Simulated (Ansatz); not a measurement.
A structure of HfO2 relaxed with r2SCAN (plane waves to 500 eV, PAW, scalar-relativistic; Ansatz, a first-principles code); single points at other levels follow on the same geometry (Ansatz, PAW; HSE06 at 420 eV on a 4×2×4 k-mesh; no spin-orbit coupling). Space group Pbca (No. 61).

Space group Pbca (No. 61); a = 5.5263 Å, b = 9.8570 Å, c = 5.7496 Å, α = 90.00°, β = 90.00°, γ = 90.00°

| atom | site | symmetry | x | y | z |
|---|---|---|---|---|---|
| Hf | 8c | 1 | 0.1458 | 0.3704 | 0.4026 |
| O | 8c | 1 | 0.3282 | 0.4861 | 0.1542 |
| O | 8c | 1 | 0.4750 | 0.2690 | 0.3803 |

| level | gap (eV) | kind | conduction minimum |
|---|---|---|---|
| r2SCAN | 4.93 | direct | Γ |
| HSE06 | 6.04 | – | Γ |

For this cell size the semilocal gaps come from the SCF mesh and high-symmetry points. No spin polarisation in the result.

The run could not lose the symmetry of its start.

The first start was generated by placing the elements on the sites of a structure type. A measured structure of HfO2 has the same space group, Pbca (No. 61); the sites were not compared with it. Another known form has space group No. 14.
